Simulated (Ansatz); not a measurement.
Y (fcc (Cu type), Fm-3m) at seven volumes, DFT-LDA in the program Ansatz with PAW potentials, scaled uniformly. One row is withheld.

```json
[
 {"V (Å³/atom)": "26.794", "P (GPa)": "4.97"},
 {"V (Å³/atom)": "27.678", "P (GPa)": "3.09"},
 {"V (Å³/atom)": "28.561", "P (GPa)": "1.45"},
 {"V (Å³/atom)": "29.444", "P (GPa)": "0.00"},
 {"V (Å³/atom)": "30.328", "P (GPa)": "-1.28"},
 {"V (Å³/atom)": "31.211", "P (GPa)": "?"},
 {"V (Å³/atom)": "32.094", "P (GPa)": "-3.39"}
]
```

**Question.** Fit the shown pressures and predict the withheld one.

**Answer.** Third-order Birch–Murnaghan: P = (3/2)B₀(x^(7/2) − x^(5/2))[1 + (3/4)(B′ − 4)(x − 1)] with x = (V₀/V)^(2/3). Least squares on the six rows gives V₀ = 29.443 Å³/atom, B₀ = 45.29 GPa, B′ = 3.25. At V = 31.211, x = 0.9619 and P = -2.40 GPa. The run itself gave -2.40 GPa.

The workflow started from a Materials Project entry (that database holds measured and hypothetical structures alike); the Crystallography Open Database files this formula in space group No. 225, but the cells were not matched. It is not the phase usual at ambient conditions (space group No. 194). Symmetry was held in the LDA relaxation; whether a distortion lowers the energy is not shown. No spin polarisation was allowed.

Potentials: the earlier of the program's two PAW sets. The files were generated under PBE; for other functionals the program regenerates the frozen cores, and for LDA and PBEsol the local potential too.
